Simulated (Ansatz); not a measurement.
One crystal and one scan (energy over volume and axial ratio) at two levels, PBE (plane waves to 420 eV, PAW, scalar-relativistic; Ansatz, an electronic-structure program) and PBEsol (plane waves to 420 eV, PAW, scalar-relativistic; Ansatz), each from its own relaxed cell and on its own mesh. The cell shown is that of PBE.

CoSi2 (fluorite type, space group Fm-3m)

```
CELL_PARAMETERS angstrom
      0.00000     2.68017     2.68017
      2.68017     0.00000     2.68017
      2.68017     2.68017     0.00000
ATOMIC_POSITIONS crystal
  Co 0.00000 0.00000 0.00000
  Si 0.25000 0.25000 0.25000
  Si 0.75000 0.75000 0.75000
```

Two coordinates are scanned: the volume, and the ratio of the stretch along z (the conventional c axis) to the stretch across it. Atoms keep their fractional coordinates.

E stands for the smeared free energy. CoSi2 is run without spin polarisation. CoSi2 was relaxed with its symmetry unable to fall. The PAW data are Ansatz's earlier set. With partly filled bands, the response to shear is sensitive to the k mesh, so small differences along c/a are uncertain. Percentages come from the unrounded values. Both scans cover V/V₀ from 0.960 to 1.040 and (c/a)/(c/a)₀ from 0.960 to 1.040.

```
quantity                                                       PBE  PBEsol     PBE − PBEsol
-----------------------------------------------------------  -----  ------  ---------------
Lattice constant a (Å)                                       5.360   5.313  +0.047 (+0.9 %)
Shear modulus C′ = (C11 − C12)/2 (fit, atoms clamped) (GPa)     43      50       -7 (-13 %)
```

PBE gives the higher value for: lattice constant a. PBE gives the lower value for: shear modulus C′.

(A scan under strain: stresses follow from slopes of the energy per volume, elastic moduli from its curvatures.)
